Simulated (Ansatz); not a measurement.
KI (rock salt) is sheared across one {110} plane: the third cell vector gains the shift, so faults repeat every 7.6 Å. The cut lies between planes 2.54 Å apart; the cell height is held.

```yaml
crystal:
  lattice:
    - [5.07792, 0.00000, 0.00000]
    - [0.00000, 7.18126, 0.00000]
    - [2.53896, 3.59063, 7.61688]
  atoms:
    - { symbol: I, position: [0.00000, 0.00000, 0.83333] }
    - { symbol: I, position: [0.33333, 0.33333, 0.16667] }
    - { symbol: I, position: [0.66667, 0.66667, 0.50000] }
    - { symbol: K, position: [0.00000, 0.50000, 0.83333] }
    - { symbol: K, position: [0.33333, 0.83333, 0.16667] }
    - { symbol: K, position: [0.66667, 0.16667, 0.50000] }
```

In-plane vectors a = (5.078, 0.000) Å, b = (0.000, 7.181) Å, area 36.47 Å². The shift is s times the vector a (length 5.078 Å), so s = 1 restores the start. The shift is rigid: no atom relaxes. γ = [E(shift) − E(0)] / area.

All values below come from PBE (plane waves to 420 eV, PAW, scalar-relativistic; Ansatz, an electronic-structure program). k mesh 6×6×6 (Γ-centred), Fermi-Dirac smearing 0.05 eV. Energies are extrapolated to zero smearing. Compression counts positive. Faults lie only 7.6 Å apart, and holding the cell height and the atoms raises γ above its relaxed value. Left out: 1 of 12 points, with atoms too close for the PAW data. KI was relaxed with its symmetry unable to fall. Spin-orbit coupling is left out, though I is heavy. The relaxed volume of KI is well above the measured one; the method has no dispersion term. γ is measured from zero shift.

| shift (Å) | γ·area (meV/cell) | σ normal to the fault (GPa) |
|---|---|---|
| 0.000 | 0 | 0.0 |
| 0.423 | 85 | 0.4 |
| 0.846 | 384 | 1.9 |
| 1.269 | 972 | 4.8 |
| 1.693 | 1811 | 8.9 |
| 2.116 | 2616 | 13.0 |
| 2.962 | 2616 | 13.0 |
| 3.385 | 1811 | 8.9 |
| 3.808 | 972 | 4.8 |
| 4.232 | 384 | 1.9 |
| 4.655 | 85 | 0.4 |

(The slope of γ gives the shear force per area between the displaced halves; near zero shift its curvature is an elastic stiffness.)
